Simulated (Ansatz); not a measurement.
Au (fcc, Cu type)

```cif
data_Au4
_chemical_formula_sum 'Au4'
_space_group_name_H-M_alt 'Fm-3m'
_space_group_IT_number 225
_space_group_name_Hall '-F 4 2 3'
_cell_length_a 4.12408
_cell_length_b 4.12408
_cell_length_c 4.12408
_cell_angle_alpha 90.000
_cell_angle_beta 90.000
_cell_angle_gamma 90.000
loop_
_atom_site_label
_atom_site_type_symbol
_atom_site_symmetry_multiplicity
_atom_site_Wyckoff_symbol
_atom_site_fract_x
_atom_site_fract_y
_atom_site_fract_z
_atom_site_occupancy
Au1 Au 4 a 0.00000 0.00000 0.00000 1
```
(The calculation used a cell of 1 atom; values per cell refer to that cell.)

The relaxed cell is deformed in two ways at once: its volume V is scaled, and at that volume it is stretched along z (the c axis of the conventional cell) so that c/a changes. Fractional atomic positions are held.

These are r2SCAN (plane waves to 500 eV, PAW, scalar-relativistic; Ansatz, an electronic-structure program) values and carry that method's errors. k mesh 19×19×19 (Γ-centred), Fermi-Dirac smearing 0.05 eV. Stress and pressure are positive under compression. With partly filled bands, the response to shear is sensitive to the k mesh, so small differences along c/a are uncertain. Au was relaxed with its symmetry unable to fall. Spin-orbit coupling is left out, though Au is heavy. The last digit holds for this mesh only.

Changes of σzz (GPa) from the point V/V₀ = 1.000, (c/a)/(c/a)₀ = 1.000 when one coordinate moves alone (two changes are said to add if the coupling is within 5 % of the smaller one, nearly so within 20 %):

```tsv
point	change
V/V₀ = 1.000, (c/a)/(c/a)₀ = 0.880	1.28
V/V₀ = 1.000, (c/a)/(c/a)₀ = 0.940	0.26
V/V₀ = 0.920, (c/a)/(c/a)₀ = 1.000	16.20
V/V₀ = 0.960, (c/a)/(c/a)₀ = 1.000	6.98
V/V₀ = 1.040, (c/a)/(c/a)₀ = 1.000	-5.33
V/V₀ = 1.080, (c/a)/(c/a)₀ = 1.000	-9.35
V/V₀ = 1.000, (c/a)/(c/a)₀ = 1.060	-0.92
V/V₀ = 1.000, (c/a)/(c/a)₀ = 1.120	-2.04
```

**Question.** What is the change at V/V₀ = 1.040, (c/a)/(c/a)₀ = 0.880, where both move, and how far is it from the sum?

**Answer.** The sum of the single changes is -5.33 + (1.28) = -4.05; the calculation gives -4.34, so the coupling contributes -0.29 (over 20 % of the smaller single change, not additive).

(Under strain, the slope of the energy per volume gives the stress and its curvature an elastic modulus.)
